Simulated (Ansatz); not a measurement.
A generated cell, not matched to a known phase here, of TePb3Se2: I4/mmm (No. 139), tI12; a = b = 4.465 Å, c = 18.876 Å, α = β = γ = 90.00°; Se 4e (0.000, 0.000, 0.334); Te 2a (0.000, 0.000, 0.000); Pb 2b (0.000, 0.000, 0.500); Pb 4e (0.000, 0.000, 0.172). All values below come from r2SCAN (plane waves to 500 eV, PAW, scalar-relativistic; Ansatz, a program for electronic structure). Element references, the lowest calculated here: Se (P3₁21), Pb (Fm-3m), Te (P3₁21).

Problem. What is the computed formation energy of this I4/mmm form of TePb3Se2 from the elements (r2SCAN)?

Solution. -0.59 eV/atom.

Problem. How does this cell stand against the other phases calculated?

Solution. It lies 0.02 eV/atom above their hull: TePb3Se2 → 2 PbSe + TePb (TePb Fm-3m, PbSe Fm-3m) releases that much. A lower structure of this composition may exist.

Hull of the energies calculated here, no anion corrections, zero temperature, no zero-point energy; an uncalculated phase could lie lower. Values are rounded to 0.01 eV/atom. Not shown to be the ambient phase of their composition (a lower form may be missing, and a cell relaxed within its start's symmetry can be a saddle point): TePb3Se2 (I4/mmm). Spin-orbit coupling is missing from these energies, which matters for elements this heavy. The compounds carry no spin polarisation.
